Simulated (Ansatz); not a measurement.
## CaC2: energy along a strain

CaC2, I4/mmm, a = 3.758 Å, c = 6.278 Å. The structure is a Materials Project entry; whether it is the stable form wasn't checked. Ansatz: LDA, PAW, 420 eV, Γ-centred 10×10×10 mesh on 3 atoms, Gaussian smearing 0.05 eV; no spin polarisation. Cell vectors (Å): -1.879 1.879 3.139; 1.879 -1.879 3.139; 1.879 1.879 -3.139. The cell is strained by x per cent times the pattern (0 0 1 0 0 0) in the order xx yy zz yz xz xy (engineering shears), with fractional coordinates held. y is the free energy over the start, V0 = 14.775 Å³/atom. Points with a strain past 8.5 % were computed too (3) and aren't used here.

```
x (%) y (meV/atom)
-7.50             ?
-5.00         84.53
-2.50         19.56
 0.00          0.00
 2.50         16.99
 5.00         63.07
 7.50        132.02
```

Fit y = c2 x² + c3 x³ to the other rows, get the stiffness along the pattern, and predict the missing energy.

Least squares on the rows shown. y = 2.9610 x² − 0.082453 x³. The clamped-ion stiffness p·C·p = 2 × 29.61 eV × 160.2 / 14.775 Å³ = 642 GPa, which is C33 in these axes. At x = -7.50 the fit asked for gives 201.34 meV/atom. The run gave 205.40 meV/atom, so the fit is 4.06 meV/atom too low, 2 % of the span of the series, against an rms of 0.35 meV/atom on the fitted rows. The row lies outside the fitted range. With a term in x⁴ added, a fit to the same known rows predicts 204.44 meV/atom, so most of the miss is curvature that the known rows already hold.